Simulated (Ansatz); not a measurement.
The elements of this relaxed trial crystal are hidden behind letters.

```
lattice vectors (Å)
   0.0000    3.0224    3.0224
   3.0224    0.0000    3.0224
   3.0224    3.0224    0.0000
fractional positions
X 0.5000 0.5000 0.5000
X 0.7500 0.7500 0.7500
Z 0.0000 0.0000 0.0000
```

Level of theory: Ansatz, DFT PBE, scalar-relativistic, plane waves, PAW. Settings of the last relaxation (3-atom cell): 420 eV, 14×14×14 k points, Gaussian smearing of 0.10 eV, collinear spin.

| Item | Value |
| --- | --- |
| Space group | F-43m (No. 216) |
| Conventional cell | a = 6.045 Å |
| Volume per atom | 18.41 Å³ |
| Density | 6.87 g/cm³ |
| Energy over the elements | +0.25 eV/atom |
| Gap on the 14×14×14 mesh of the 3-atom cell | 0 eV (a metal) |
| Net moment per atom | 0.06 μB |

Energies are uncorrected and count from the elements' standard states at the same level.

Q: X is a d-block element of period 4 and Z is a p-block element of period 5. Which elements are they?

A: X = Mn, Z = Sn, so the formula is Mn2Sn. Density times volume gives a mean mass of 6.87 × 18.41/1.6605 = 76.2 u per atom, and this set has 76.2 u. Mn on its first site has 4 Mn at 2.62 Å and 6 Sn at 3.02 Å; Mn on its second site is surrounded by 4 Mn at 2.62 Å and 4 Sn at 2.62 Å; Sn has 4 Mn at 2.62 Å and 6 Mn at 3.02 Å. Other sets within the hints have nearly the same mass, so mass alone doesn't settle it; this one was computed.

Another magnetic order may lie lower. A structure relaxed within its symmetry needn't be a true minimum.
